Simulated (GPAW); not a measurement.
# As2Se: changing the functional

```cif
data_structure
_symmetry_space_group_name_H-M 'I4_1/amd:1'
_symmetry_Int_Tables_number 141
_cell_length_a 7.0588
_cell_length_b 7.0588
_cell_length_c 5.3071
_cell_angle_alpha 90.000
_cell_angle_beta 90.000
_cell_angle_gamma 90.000
_cell_volume 264.44
loop_
_atom_site_label
_atom_site_type_symbol
_atom_site_symmetry_multiplicity
_atom_site_Wyckoff_symbol
_atom_site_fract_x
_atom_site_fract_y
_atom_site_fract_z
_atom_site_occupancy
Se1 Se 4 b 0.00000 0.50000 0.75000 1
As1 As 8 c 0.75000 0.50000 0.37500 1
```

The cell comes from a database or a generator and needn't be the stable form of this composition.

Kept alike: task band structure; k mesh 5 × 5 × 5; occupations fermi-dirac, width 0.05 eV; no spin polarisation. Program: GPAW, potentials by row: the program's PAW data sets (release 1.2.1) made for this functional (LDA); GPAW PAW data sets (gpaw-data 1.2.1) (PBE, r2SCAN on files made for PBE); PAW data sets generated for this functional (PBEsol), cutoff 600 eV. The mesh is that of the run's cell of 6 atoms. No spin-orbit coupling.

| run | pressure (GPa) |
| --- | --- |
| A | 0.25 |
| B | -4.57 |
| C | -1.36 |
| D | -3.13 |

Pressure is positive in compression; the values hold the error of the finite cutoff, so their zero can differ a little from the energy's minimum. For a metal such a mesh leaves the last digits unconverged.

Question: The runs differ in the functional (and the potentials named above) alone: LDA; PBE; PBEsol; r2SCAN. Which run is which?

Answer: Run A is PBE; run B is LDA; run C is r2SCAN; run D is PBEsol. The pressure runs from -4.57 (LDA) to 0.25 GPa (PBE). From PBE: LDA -4.82; PBEsol -3.38; r2SCAN -1.61.
